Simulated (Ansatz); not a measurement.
A plane-wave DFT run in Ansatz 0.2.0 (scalar-relativistic PAW potentials unless the input names others): input and command.

```yaml
crystal:
  lattice:
    - [5.5469037182, 0.0164402609, 0.0833026677]
    - [0.0164402609, 5.3613922011, 0.0023560832]
    - [0.0833026677, 0.0023560832, 5.8356825103]
  atoms:
    - { symbol: Si, position: [0.2403370972, 0.2454216428, 0.271430014] }
    - { symbol: Si, position: [-0.0041373641, 0.5037381867, 0.4914943611] }
    - { symbol: Si, position: [0.4910728108, 0.4988793731, 0.0036399759] }
    - { symbol: Si, position: [0.479916535, -0.0002047901, 0.5007417831] }
    - { symbol: Si, position: [0.7570903066, 0.2634800256, 0.7540783238] }
    - { symbol: Si, position: [0.766173393, 0.7423422985, 0.2460405471] }
    - { symbol: Si, position: [0.2602646842, 0.7502861546, 0.7334205087] }
    - { symbol: Ge, position: [0.0092825374, -0.0039428911, -0.0008455138] }
kpoints:
  mp_grid: { grid: [6, 6, 6] }
hamiltonian:
  xc: pbesol
scf:
  occupations: { method: gaussian, width: 0.03 }
  n_extra_bands: 2
output:
  forces: true
  eigenvalues: true
  stress: true
accuracy: high
```

```bash
ansatz run input.yaml --threads 2 --pin off --max-ram 5120MiB --backend cpu --events-out ev --progress --plain --runs-dir out
```

Abridged log:
```
scf.n_extra_bands = 2 over 21 filled bands (N_el = 42.0): the run solves 23 bands
Pseudopotentials: kind: paw
Pseudopotential: Si, paw, valence charge 4, recommended cutoff 420 eV (normal)
Pseudopotential: Ge, paw, valence charge 14, recommended cutoff 420 eV (normal)
Functional definition: PBEsol
Crystal: 8 atoms, lattice volume = 173.509 Å³
Basis set: ecut = 420 eV, 3395 PW (Γ), exchange–correlation on 90×90×90 points (8 copies of the dense FFT grid, shifted against one another)
Bands: 23, of which v1, the nominal top of the filled ones, is band 21 counted from 1 (20 counted from 0)
Symmetry: 1 space group operations
Space group: P1 (ITA 1), of the structure as read, at distance tolerance 5.6e-5 Å
k-points: 112 of 216 (time reversal used)
Initial density: superposition of atomic densities (neutral atoms: chi_scale 0, normalization atom), corrected by the library's trained network
Initial wavefunctions: pseudopotential atomic-orbital guess
Functional: x = pbesol(κ = 0.804, μ = 0.12345679), c = pbesol(β = 0.046)
SCF iter   1: F=—  HF=-8603.032217 eV  |F-HF|=—  |Δ(HF+E_count)|=         —  Δρ=2.99e-3  dr2=2.25e-2  ethr=1.77e-3  ⟨swp⟩=7.4  Hψ=13840  notcnv=0
SCF iter   2: F=—  HF=-8603.028409 eV  |F-HF|=—  |Δ(HF+E_count)|=   3.81e-3  Δρ=1.72e-3  dr2=7.58e-3  ethr=5.35e-5  ⟨swp⟩=1.6  Hψ=3596  notcnv=0
SCF iter   3: F=—  HF=-8603.027167 eV  |F-HF|=—  |Δ(HF+E_count)|=   1.24e-3  Δρ=4.71e-4  dr2=3.05e-4  ethr=1.80e-5  ⟨swp⟩=2.1  Hψ=4899  notcnv=0
SCF iter   4: F=—  HF=-8603.027006 eV  |F-HF|=—  |Δ(HF+E_count)|=   1.61e-4  Δρ=2.02e-4  dr2=1.30e-4  ethr=7.27e-7  ⟨swp⟩=2.6  Hψ=4790  notcnv=0
SCF iter   5: F=—  HF=-8603.027065 eV  |F-HF|=—  |Δ(HF+E_count)|=   5.93e-5  Δρ=1.04e-4  dr2=1.45e-5  ethr=3.09e-7  ⟨swp⟩=2.0  Hψ=4807  notcnv=0
SCF iter   6: F=—  HF=-8603.027048 eV  |F-HF|=—  |Δ(HF+E_count)|=   1.68e-5  Δρ=2.64e-5  dr2=7.20e-7  ethr=3.46e-8  ⟨swp⟩=2.0  Hψ=4924  notcnv=0
SCF iter   7: F=-8603.027048 eV  HF=-8603.027048 eV  |F-HF|=3.15e-10  |Δ(HF+E_count)|=   1.52e-7  Δρ=2.67e-6  dr2=1.92e-8  ethr=2.38e-10  ⟨swp⟩=6.8  Hψ=12332  notcnv=0
SCF iter   8: F=—  HF=-8603.027048 eV  |F-HF|=—  |Δ(HF+E_count)|=   6.60e-9  Δρ=9.52e-7  dr2=3.08e-9  ethr=4.58e-11  ⟨swp⟩=2.0  Hψ=4680  notcnv=0
SCF iter   9: F=—  HF=-8603.027048 eV  |F-HF|=—  |Δ(HF+E_count)|=  2.73e-11  Δρ=1.94e-7  dr2=1.23e-10  ethr=7.34e-12  ⟨swp⟩=2.0  Hψ=4929  notcnv=0
SCF iter  10: F=-8603.027048 eV  HF=-8603.027048 eV  |F-HF|=1.82e-12  |Δ(HF+E_count)|=  4.73e-11  Δρ=4.93e-8  dr2=7.15e-12  ethr=1.00e-12  ⟨swp⟩=4.1  Hψ=9532  notcnv=0
SCF 1 converged in 10 iterations: F = -8603.027048 eV  dr2 = 7.15e-12
SCF converged after 10 iterations
Free energy (F): -8603.027048 eV
Harris-Foulkes:  -8603.027048 eV  (|F-HF|=1.82e-12)
Internal energy: -8603.026696 eV  (E = F + TS)
E sigma→0 (E₀):  -8603.026872 eV
Entropy (-TS):   -0.000352 eV (-0.044 meV/atom)
Fermi energy:    6.012972 eV
--- Forces (eV/Å), atoms counted from 1 ---
  atom   1  Si     0.39073177     0.10508145    -1.39242002
  atom   2  Si     0.11749881     0.21943374     0.99989051
  atom   3  Si     0.39826673     0.09207186     0.16507909
  atom   4  Si     2.42248650     0.48792777    -0.31491799
  atom   5  Si    -0.85593523    -0.68912202    -0.14738836
  atom   6  Si    -1.73173322     0.34166072    -0.04033994
  atom   7  Si    -0.77427890    -1.02005262     1.04424463
  atom   8  Ge     0.03296351     0.46299899    -0.31414788
--- Stress (GPa, compression-positive) ---
       -3.580824      -0.690095      -2.403948
       -0.690095      -0.926413      -1.772975
       -2.403948      -1.772975      -8.501712
  P = ⅓ Tr σ = -4.3363 GPa (-43.363 kbar)
```

Apart from outputs, the input differs from a reference run on usual settings in scf.n_extra_bands: not typed → 2; accuracy: not typed → "high"; basis.ecutwfc: 420 → not typed. The reference, at the same geometry (not necessarily relaxed), gave pressure -4.34 GPa, largest force 2.491 eV/Å, no gap on the mesh. This run converged in 10 SCF iterations (reference: 7) with an energy at zero smearing within 0.01 meV/atom of the reference's, pressure -4.34 GPa, largest force 2.491 eV/Å, no gap on the mesh.

It took 22 s on 2 threads of Arm Neoverse V2 (shared host), peak memory 0.62 GiB.